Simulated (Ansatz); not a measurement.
Relax this structure to zero stress and force, keeping its symmetry:

```xyz
4
Lattice="-1.9515 1.9515 4.3677 1.9515 -1.9515 4.3677 1.9515 1.9515 -4.3677" Properties=species:S:1:pos:R:3 pbc="T T T"
Li    0.0000    1.9515    2.1838
Li    1.9515    0.0000    2.1838
Li    0.0000    0.0000    4.3677
Al    0.0000    0.0000    0.0000
```

Method: DFT r2SCAN, scalar-relativistic, plane waves, PAW (Ansatz).

Cutoff 500 eV; k points 16×16×16 on the computed 4-atom cell (Γ-centred); Gaussian smearing, width 0.10 eV; no spin polarisation.

**Question.** What does it relax to?

**Answer.** The volume goes up by 0.46 Å³/atom to 17.09 Å³/atom, and the energy falls by 1.7 meV/atom. Final structure:
```cif
data_structure
_symmetry_space_group_name_H-M 'P 1'
_symmetry_Int_Tables_number 1
_cell_length_a 5.0968
_cell_length_b 5.0968
_cell_length_c 5.0968
_cell_angle_alpha 133.551
_cell_angle_beta 133.551
_cell_angle_gamma 67.791
_cell_volume 68.36
loop_
_atom_site_label
_atom_site_type_symbol
_atom_site_fract_x
_atom_site_fract_y
_atom_site_fract_z
_atom_site_occupancy
Li1 Li 0.75000 0.25000 0.50000 1
Li2 Li 0.25000 0.75000 0.50000 1
Li3 Li 0.50000 0.50000 0.00000 1
Al1 Al 0.00000 0.00000 0.00000 1
```